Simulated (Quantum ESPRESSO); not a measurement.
Ru3Ta3MoSn, input and log of a self-consistent run

Simulated, not a measurement. The program is pw.x of Quantum ESPRESSO 7.5 (plane-wave density functional theory). The cell is made up: eight metal atoms on a hexagonal close-packed lattice, with elements, volume, strain and displacements drawn at random and not relaxed, so it may be unstable or far from any real phase. PseudoDojo standard norm-conserving files set the functional (PBE unless stated); there is no spin polarisation or spin-orbit coupling, the Fermi-Dirac width of 0.25 eV means electrons at about 2900 K, and the masses in the input are unused placeholders. The tin pseudopotential is less sure than most, with forces differing by about three percent from a second method on plain tin. Heavy elements are run without spin-orbit coupling, which real alloys of them have. A spin test at this wide smearing found no moment, but such smearing suppresses magnetism that the real alloy may have.

Input:

```
&control calculation='scf', pseudo_dir='./dojo.nc.sr.pbe.v0_5.standard.upf', outdir='./o', disk_io='minimal', tprnfor=.true., tstress=.true. /
&system ibrav=0, nat=8, ntyp=4, nbnd=75, ecutwfc=84.00895049, nosym=.true., tot_charge=0,
 occupations='smearing', smearing='fd', degauss=0.0183746611
/
&electrons conv_thr=1.470e-08, electron_maxstep=70, mixing_beta=0.5 /
ATOMIC_SPECIES
Mo 1.0 Mo.upf
Ru 1.0 Ru.upf
Sn 1.0 Sn.upf
Ta 1.0 Ta.upf
CELL_PARAMETERS angstrom
-2.9102 0.0 0.0
0.0 0.0 -4.6296
0.0 -10.0813 0.0
ATOMIC_POSITIONS angstrom
Ru -0.0069 -0.0667 0.0151
Ru 0.0509 -5.1066 -0.0134
Ta -0.0345 -3.3836 -2.3321
Mo 0.053 -8.3414 -2.3643
Ru -1.477 -2.5194 -0.0258
Ta -1.5265 -7.5556 -0.0494
Ta -1.3827 -0.8597 -2.3407
Sn -1.4487 -5.8955 -2.2945
K_POINTS automatic
8 5 3 1 1 1
```

The log is shortened where brackets say so; the opening notice, blank lines, dates and the lines on written files are dropped, and the path of the files is cut. It prints rydbergs, bohrs and kilobars, and counts compression as positive stress. Its total energy is the free energy E - TS of the whole cell.

```
     Program PWSCF v.7.5
     Parallel version (MPI & OpenMP), running on       4 processor cores
     Number of MPI processes:                 4
     Threads/MPI process:                     1
     [start-up lines left out]
     bravais-lattice index     =            0
     lattice parameter (alat)  =       5.4995  a.u.
     unit-cell volume          =     916.5991 (a.u.)^3
     number of atoms/cell      =            8
     number of atomic types    =            4
     number of electrons       =       115.00
     number of Kohn-Sham states=           75
     kinetic-energy cutoff     =      84.0090  Ry
     charge density cutoff     =     336.0358  Ry
     scf convergence threshold =      1.5E-08
     mixing beta               =       0.5000
     number of iterations used =            8  plain     mixing
     Exchange-correlation= PBE
                           (   1   4   3   4   0   0   0)
     [axes and pseudopotential details left out]
   Cartesian axes
     site n.     atom                  positions (alat units)
         1        Ru     tau(   1) = (  -0.0023710  -0.0229194   0.0051886  )
         2        Ru     tau(   2) = (   0.0174902  -1.7547248  -0.0046045  )
         3        Ta     tau(   3) = (  -0.0118549  -1.1626692  -0.8013539  )
         4        Mo     tau(   4) = (   0.0182118  -2.8662635  -0.8124184  )
         5        Ru     tau(   5) = (  -0.5075253  -0.8657137  -0.0088654  )
         6        Ta     tau(   6) = (  -0.5245344  -2.5962477  -0.0169748  )
         7        Ta     tau(   7) = (  -0.4751220  -0.2954093  -0.8043090  )
         8        Sn     tau(   8) = (  -0.4978008  -2.0258058  -0.7884338  )
     number of k points=    60  Fermi-Dirac smearing, width (Ry)=  0.0184
                       cart. coord. in units 2pi/alat
        k(    1) = (  -0.0625000  -0.0481122  -0.0628607), wk =   0.0333333
        k(    2) = (  -0.0625000   0.1443365  -0.0628607), wk =   0.0333333
     [further k points left out]
     Dense  grid:    95209 G-vectors     FFT dimensions: (  36,  54, 120)
     Estimated max dynamical RAM per process >     386.30 MB
     Estimated total dynamical RAM >       1.44 GB
     Initial potential from superposition of free atoms
     starting charge     114.9920, renormalised to     115.0000
     Starting wfcs are   79 randomized atomic wfcs
     total cpu time spent up to now is       11.9 secs
     per-process dynamical memory:   309.5 Mb
     Self-consistent Calculation
     iteration #  1     ecut=    84.01 Ry     beta= 0.50
     Davidson diagonalization with overlap
     ethr =  1.00E-02,  avg # of iterations =  3.5
     total cpu time spent up to now is       61.4 secs
     total energy              =   -1294.20084293 Ry
     estimated scf accuracy    <       2.01258552 Ry
     iteration #  2     ecut=    84.01 Ry     beta= 0.50
     Davidson diagonalization with overlap
     ethr =  1.75E-03,  avg # of iterations =  3.1
     total cpu time spent up to now is       98.9 secs
     total energy              =   -1293.66802454 Ry
     estimated scf accuracy    <      19.39638321 Ry
     iteration #  3     ecut=    84.01 Ry     beta= 0.50
     Davidson diagonalization with overlap
     ethr =  1.75E-03,  avg # of iterations =  2.9
     total cpu time spent up to now is      138.3 secs
     total energy              =   -1294.36107793 Ry
     estimated scf accuracy    <      21.47536580 Ry
     iteration #  4     ecut=    84.01 Ry     beta= 0.50
     Davidson diagonalization with overlap
     ethr =  1.75E-03,  avg # of iterations =  2.0
     total cpu time spent up to now is      167.4 secs
     total energy              =   -1295.16943445 Ry
     estimated scf accuracy    <       1.78718610 Ry
     iteration #  5     ecut=    84.01 Ry     beta= 0.50
     Davidson diagonalization with overlap
     ethr =  1.55E-03,  avg # of iterations =  1.0
     total cpu time spent up to now is      190.1 secs
     total energy              =   -1295.19016109 Ry
     estimated scf accuracy    <       1.03157629 Ry
     [iterations 6 to 13 left out]
     iteration # 14     ecut=    84.01 Ry     beta= 0.50
     Davidson diagonalization with overlap
     ethr =  3.53E-09,  avg # of iterations =  1.7
     total cpu time spent up to now is      462.0 secs
     total energy              =   -1295.25703830 Ry
     estimated scf accuracy    <       0.00000773 Ry
     iteration # 15     ecut=    84.01 Ry     beta= 0.50
     Davidson diagonalization with overlap
     ethr =  3.53E-09,  avg # of iterations =  1.0
     total cpu time spent up to now is      494.2 secs
     total energy              =   -1295.25703858 Ry
     estimated scf accuracy    <       0.00000183 Ry
     iteration # 16     ecut=    84.01 Ry     beta= 0.50
     Davidson diagonalization with overlap
     ethr =  1.60E-09,  avg # of iterations =  1.2
     total cpu time spent up to now is      526.4 secs
     total energy              =   -1295.25703865 Ry
     estimated scf accuracy    <       0.00000115 Ry
     iteration # 17     ecut=    84.01 Ry     beta= 0.50
     Davidson diagonalization with overlap
     ethr =  1.00E-09,  avg # of iterations =  1.0
     total cpu time spent up to now is      552.2 secs
     total energy              =   -1295.25703874 Ry
     estimated scf accuracy    <       0.00000013 Ry
     iteration # 18     ecut=    84.01 Ry     beta= 0.50
     Davidson diagonalization with overlap
     ethr =  1.15E-10,  avg # of iterations =  1.2
     total cpu time spent up to now is      584.2 secs
     End of self-consistent calculation
     [lines on levels left out]
!    total energy              =   -1295.25703873 Ry
     estimated scf accuracy    <       0.00000001 Ry
     smearing contrib. (-TS)   =      -0.14036661 Ry
     internal energy E=F+TS    =   -1295.11667212 Ry
     The total energy is F=E-TS. E is the sum of the following terms:
     one-electron contribution =    -248.84950938 Ry
     hartree contribution      =     194.99495638 Ry
     xc contribution           =    -255.90931709 Ry
     ewald contribution        =    -985.35280203 Ry
     convergence has been achieved in  18 iterations
     Forces acting on atoms (cartesian axes, Ry/au):
     atom    1 type  2   force =     0.00449015   -0.00108913   -0.00615516
     atom    2 type  2   force =    -0.00827907    0.02645317    0.00635534
     atom    3 type  4   force =     0.00608386    0.01488579   -0.00098554
     atom    4 type  1   force =    -0.00555295   -0.03523483    0.00043289
     atom    5 type  2   force =     0.00240280    0.00343067    0.00021595
     atom    6 type  4   force =     0.00403710   -0.07185989    0.01771742
     atom    7 type  4   force =    -0.00854595    0.03209182    0.00556008
     atom    8 type  3   force =     0.00536407    0.03132240   -0.02314098
     Total force =     0.102912     Total SCF correction =     0.000662
     Computing stress (Cartesian axis) and pressure
          total   stress  (Ry/bohr**3)                   (kbar)     P=      -25.63
   0.00005016   0.00004876  -0.00000731            7.38        7.17       -1.07
   0.00004876  -0.00023886  -0.00004634            7.17      -35.14       -6.82
  -0.00000731  -0.00004634  -0.00033390           -1.07       -6.82      -49.12
     init_run     :     10.91s CPU     11.29s WALL (       1 calls)
     electrons    :    559.18s CPU    572.32s WALL (       1 calls)
     forces       :      4.72s CPU      4.76s WALL (       1 calls)
     stress       :     13.83s CPU     14.14s WALL (       1 calls)
     [timing details left out]
     PWSCF        :   9m49.27s CPU  10m 3.27s WALL
     JOB DONE.
```

In other units: free energy -17622.870 eV for the cell, pressure -2.56 GPa, largest force component 1.848 eV/Å in size. The run took 605 s of wall time with four MPI processes on a shared machine (Intel Xeon, older, virtual cores), so the time is rough. A rerun of this cell at a higher cutoff and on a denser mesh moved values by no more than 0.003 eV in energy, 0.06 GPa in stress and 0.017 eV/Å in force, and a second program with other atomic files agreed on that cell to 2 % rms in force and 0.5 GPa in pressure.